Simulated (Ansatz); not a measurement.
ScIr$_{3}$C:
```
CELL_PARAMETERS angstrom
      4.13049     0.00000     0.00000
      0.00000     4.13049     0.00000
      0.00000     0.00000     4.13049
ATOMIC_POSITIONS crystal
  Sc 0.00000 0.00000 0.00000
  Ir 0.00000 0.50000 0.50000
  Ir 0.50000 0.00000 0.50000
  Ir 0.50000 0.50000 0.00000
  C  0.50000 0.50000 0.50000
```

Relaxed with PBE. Special points in fractions of this cell's reciprocal vectors: Γ (0.000, 0.000, 0.000); X (0.000, 0.500, 0.000); M (0.500, 0.500, 0.000); R (0.500, 0.500, 0.500).

**Question.** List the band energies nearest the Fermi level at these points for plane-wave PAW PBE with spin–orbit coupling (Ansatz code).

**Answer.** In eV from the Fermi level; about four levels below and three above (degenerate sets whole), none deeper than 8.9 eV; points with the same levels are listed once.

| k | below | above |
|---|---|---|
| Γ | -1.96 -1.96 -1.96 -1.96 -0.26 -0.26 | 0.15 0.15 0.27 0.27 0.27 0.27 |
| X | -1.90 -1.90 -1.30 -1.30 | 0.01 0.01 0.10 0.10 |
| M | -1.50 -1.50 -1.36 -1.36 | 0.50 0.50 0.99 0.99 |
| R | -0.06 -0.06 -0.06 -0.06 | 0.89 0.89 1.27 1.27 1.27 1.27 |

Space group Pm-3m (anti-perovskite). The start of the workflow was typed in or built on a structure type; neither database checked (COD, Materials Project) lists it. Whether it is the stable phase at ambient conditions was not checked. Symmetry was held in the PBE relaxation; whether a distortion lowers the energy is not shown. The run is not spin-polarised.

Potentials: the earlier of the program's two PAW sets.
